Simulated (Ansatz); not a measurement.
Starting cell, NaCl (rock salt):

```xyz
4
Lattice="0.0000 5.6077 5.6077 2.8039 0.0000 2.8039 2.8039 2.8039 0.0000" Properties=species:S:1:pos:R:3 pbc="T T T"
Cl     0.0000     0.0000     0.0000
Cl     2.8039     2.8039     5.6077
Na     2.8039     2.8039     2.8039
Na     2.8039     5.6077     5.6077
```

The atoms are displaced by Q × the pattern below (from a DFPT mode at L = (0.5, 0.0, 0.0), largest move 1; Q in Å), at fixed cell. It is one choice among 2 degenerate patterns. (q is in reciprocal vectors of the primitive cell; the cell shown is doubled to hold the pattern.)

| atom | x | y | z |
|---|---|---|---|
| Na3 | -0.285 | 0.520 | -0.805 |
| Na4 | 0.285 | -0.520 | 0.805 |

Atoms not listed stay in place.

Computed with r2SCAN (plane waves to 500 eV, PAW, scalar-relativistic; Ansatz, a first-principles code). k mesh 5×10×10 (Γ-centred), Fermi-Dirac smearing 0.05 eV. NaCl was relaxed with its symmetry unable to fall. 

```tsv
Q (Å)	−dE/dQ from forces (eV/Å)
-0.180	0.628
-0.150	0.520
-0.120	0.413
-0.090	0.308
-0.060	0.205
-0.030	0.102
0.000	0.000
0.030	-0.102
0.060	-0.205
0.090	-0.308
0.120	-0.413
0.150	-0.520
0.180	-0.628
```

### Question
What harmonic wavenumber does the curvature at Q = 0 give?

### Answer
142 cm⁻¹. E″ = 3.40 eV/Å², M = Σ mᵢ|uᵢ|² = 46.0 u, ν̃ = 521.5·√(|E″|/M).

(For displaced atoms, the force is minus the slope of the energy, and its curvature is a force constant, which sets phonon frequencies.)
